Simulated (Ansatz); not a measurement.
CuC6:
```
CuC6
1.0
    0.00000     3.73015    -2.15700
    0.00000     3.73015     2.15700
    4.06643     0.00000     0.00000
C Cu
6 1
Direct
  0.03508   0.96492   0.00000
  0.03694   0.62459   0.00000
  0.37169   0.29587   0.00000
  0.37541   0.96306   0.00000
  0.70413   0.62831   0.00000
  0.69880   0.30120   0.00000
  0.09374   0.90626   0.50000
```

Relaxed with r²SCAN.

Map the electron localisation function on the plane through (0.035, 0.965, 0.000) spanned by u = [0, 0, 1] and v = [1, -1, 0] in lattice vectors, from the program Ansatz at the r²SCAN level (PAW).

x is the fraction of u, y of v (the angle between them is 90°; rows are the nearest grid lines); atoms in the plane: C at (0.00, 0.00), C at (0.00, 0.66), Cu at (0.50, 0.06).
```
|004762112464211267400|
|025763111121111367520|
|777763111111111367777|
|999863111111111368999|
|999863111111111368999|
|888763111111111367888|
|236764210010012467632|
|003665310000013566300|
|004665310000013566400|
|235665310000013566532|
|556654200000002456655|
|555432100000001234555|
|333211000000000112333|
|111000000000000000111|
|000000000111000000000|
|000000001111100000000|
|000000011111110000000|
|222111111111111111222|
|444321111111111123444|
|556531111343111135655|
|346651112686211156643|
|015762113787311267510|
|004762112464211267400|
```
Scale: ten equal steps from 0.005 (start of '0') to 0.935 (end of '9'), in the order '0123456789'; x runs from 0.000 to 1.00, y from 0.000 (bottom) to 1.00 (top).

The density is the valence pseudo-density with augmentation charge, so density and ELF within about 1 Å of a nucleus are not all-electron values.

Space group Amm2. The start of the workflow was typed in or built on a structure type; neither database checked (COD, Materials Project) lists it. Whether it is the stable phase at ambient conditions was not checked. Symmetry was held in the r²SCAN relaxation; whether a distortion lowers the energy is not shown. The run is not spin-polarised. The volume moved by 16 % from the start of the relaxation. Its formation energy is positive at this level, so the cell may be metastable or incomplete.

Potentials: the earlier of the program's two PAW sets.
